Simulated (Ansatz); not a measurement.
# InNi₃N: computed property card

InNi$_{3}$N:
```xyz
5
Lattice="3.8382 0.0000 0.0000 0.0000 3.8382 0.0000 0.0000 0.0000 3.8382" Properties=species:S:1:pos:R:3 pbc="T T T"
In     0.0000     0.0000     0.0000
Ni     1.9191     1.9191     0.0000
Ni     0.0000     1.9191     1.9191
Ni     1.9191     0.0000     1.9191
N      1.9191     1.9191     1.9191
```

Space group Pm-3m (No. 221), anti-perovskite; conventional cell a = b = c = 3.838 Å, α = β = γ = 90.00°.

Method: DFT-r²SCAN in the program Ansatz with PAW potentials. Geometry: relaxed at this level of theory. Other levels are named where they apply.

### Cell and energy

```yaml
volume_per_atom: 11.31 Å³
density: 8.95 g/cm³
Formation energy from the elements (no fitted shifts): -13 kJ/mol-atom
```

### Electronic structure

```yaml
electronic_character: metallic (no gap)
Density of states at the Fermi level: 0.27 states/eV per atom (mean over ±0.08 eV)
```

The workflow started from a Materials Project entry (that database holds measured and hypothetical structures alike); the Crystallography Open Database copy checked does not list it. Its standing as an ambient phase is unchecked. The r²SCAN relaxation kept the symmetry of its start; its stability against distortions is not shown here. The run is not spin-polarised. The references are the lowest solids computed at this level, not always the standard phases (solids in place of the gases). Spin–orbit coupling is left out wherever it is not named.

Potentials: the earlier of the program's two PAW sets.
